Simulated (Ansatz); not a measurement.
# Zone-centre phonons of AgO2: input and output

Theory: DFT PBEsol, scalar-relativistic, plane waves, PAW (Ansatz 0.2.0).

It can be run as:
```bash
ansatz run input.yaml --threads 1 --pin off --backend cpu --events-out ev --progress --plain --runs-dir out  # memory cap (--max-ram) not shown
```

Input (bare energies are in eV):
```yaml
crystal:
  lattice:
    - [0.0, 2.5410979919, 2.5410979919]
    - [2.5410979919, 0.0, 2.5410979919]
    - [2.5410979919, 2.5410979919, 0.0]
  atoms:
    - { symbol: Ag, position: [0.0, 0.0, 0.0] }
    - { symbol: O, position: [0.25, 0.25, 0.25] }
    - { symbol: O, position: [0.75, 0.75, 0.75] }
basis:
  ecutwfc: 420
kpoints:
  mp_grid: { grid: [14, 14, 14] }
hamiltonian:
  xc: pbesol
scf:
  occupations: { method: fermi_dirac, width: 0.15 }
output:
  eigenvalues: true
phonons:
  method: dfpt
  eigenvectors: true
```

Results section of the output:
```
--- Phonons (Γ-DFPT): 2 representative perturbations + reference, on 244 of 2744 k-points (Σ response iterations 8) ---
  k mesh reduced under 8 symmetry operations, with k and −k counted as one. Each operation leaves every solved displacement unchanged or reverses it
  ASR residual: 6.526e-5 → 0.000e0 eV/Å²; symmetrization residual: 1.328e-6 eV/Å²
  ASR residual per site (eV/Å²): 3.07e-5 6.53e-5 6.53e-5
  Γ frequencies (cm⁻¹): 0.00 0.00 0.00 170.35 170.35 170.35 296.91 296.91 296.91
  non-analytic LO–TO correction: not included (Born effective charges unavailable; polar crystals: no LO–TO splitting at Γ)
```

The cell was built by swapping an element in a database structure (itself possibly hypothetical) and relaxing; it need not be the stable form of this composition. In a metal, frequencies and elastic constants depend on the k mesh and the smearing, soft modes and shear constants most. Spin polarisation was left out, and a magnetic state may lie lower.